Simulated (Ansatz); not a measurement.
AlP (CsCl type, Pm-3m) under volume change, PBE in the plane-wave PAW code Ansatz, scaled uniformly.

```
V (Å³/atom)  E − E(relaxed) (meV/atom)  P (GPa)
-----------  -------------------------  -------
13.807                             [?]      [?]
14.262                            17.5     6.53
14.717                             4.1     2.97
15.173                             0.0     0.01
15.628                             3.5    -2.43
16.083                            13.5    -4.57
16.538                             [?]      [?]
```

### Question
Fill in the missing entries.

### Answer

- 13.807, E − E(relaxed) (meV/atom): 41.6
- 13.807, P (GPa): 10.59
- 16.538, E − E(relaxed) (meV/atom): 29.2
- 16.538, P (GPa): -6.44

### Question
What does a third-order Birch–Murnaghan fit give for V₀, B₀ and B′?

### Answer
V₀ = 15.18 Å³/atom, B₀ = 90.5 GPa, B′ = 4.4.

The start of the workflow was typed in or built on a structure type; neither database checked (COD, Materials Project) lists it. It is not the phase usual at ambient conditions (space group No. 216). Symmetry was held in the PBE relaxation; its stability against distortions is not shown here. The volume moved by 20 % from the start of the relaxation.

Potentials: the earlier of the program's two PAW sets.
